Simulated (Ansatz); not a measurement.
Data sheet: In3Rh (DFT)

In₃Rh:
```yaml
crystal:
  lattice:
    - [6.98097, 0.00000, 0.00000]
    - [0.00000, 6.98097, 0.00000]
    - [0.00000, 0.00000, 7.13124]
  atoms:
    - { symbol: In, position: [0.00000, 0.50000, 0.00000] }
    - { symbol: In, position: [0.00000, 0.50000, 0.50000] }
    - { symbol: In, position: [0.50000, 0.00000, 0.50000] }
    - { symbol: In, position: [0.50000, 0.00000, 0.00000] }
    - { symbol: In, position: [0.15230, 0.15230, 0.25608] }
    - { symbol: In, position: [0.84770, 0.84770, 0.74392] }
    - { symbol: In, position: [0.34770, 0.65230, 0.75608] }
    - { symbol: In, position: [0.65230, 0.34770, 0.24392] }
    - { symbol: In, position: [0.84770, 0.84770, 0.25608] }
    - { symbol: In, position: [0.15230, 0.15230, 0.74392] }
    - { symbol: In, position: [0.65230, 0.34770, 0.75608] }
    - { symbol: In, position: [0.34770, 0.65230, 0.24392] }
    - { symbol: Rh, position: [0.34652, 0.34652, 0.00000] }
    - { symbol: Rh, position: [0.65348, 0.65348, 0.00000] }
    - { symbol: Rh, position: [0.15348, 0.84652, 0.50000] }
    - { symbol: Rh, position: [0.84652, 0.15348, 0.50000] }
```

Space group P4_2/mnm (No. 136); conventional cell a = b = 6.981 Å, c = 7.131 Å, α = β = γ = 90.00°.

Method: plane-wave PAW PBEsol (Ansatz code). Geometry: relaxed at this level of theory. Other levels are named where they apply.

Cell and energy:

```
Property                                                       Value
-----------------------------------------------------  -------------
Volume per atom                                             21.72 Å³
Density                                                   8.55 g/cm³
Formation energy from the elements (no fitted shifts)  -0.32 eV/atom
```

Electronic structure:

```
Item                                                                         Value
------------------------------------  --------------------------------------------
Electronic character                                             metallic (no gap)
Density of states at the Fermi level  0.20 states/eV per atom (mean over ±0.08 eV)
Gap with spin–orbit coupling                                       none (metallic)
```

Mechanics:

```
Item                                  Result
----------------------------------  --------
Bulk modulus (Birch–Murnaghan fit)  90.4 GPa
Pressure derivative B′                   5.1
```

The workflow started from a Materials Project entry (that database holds measured and hypothetical structures alike); the Crystallography Open Database copy checked does not list it. Whether it is the stable phase at ambient conditions was not checked. The cell was relaxed with PBEsol under the symmetry of its start; whether a distortion lowers the energy is not shown. The run is not spin-polarised. Axis ratios of metals converge slowly with the k-mesh, so a and c are less sure than the volume. The references are the lowest solids computed at this level, not always the standard phases. Scalar-relativistic: spin–orbit coupling is off unless named, which matters more the heavier the elements.

Potentials: the later of the program's two PAW sets.
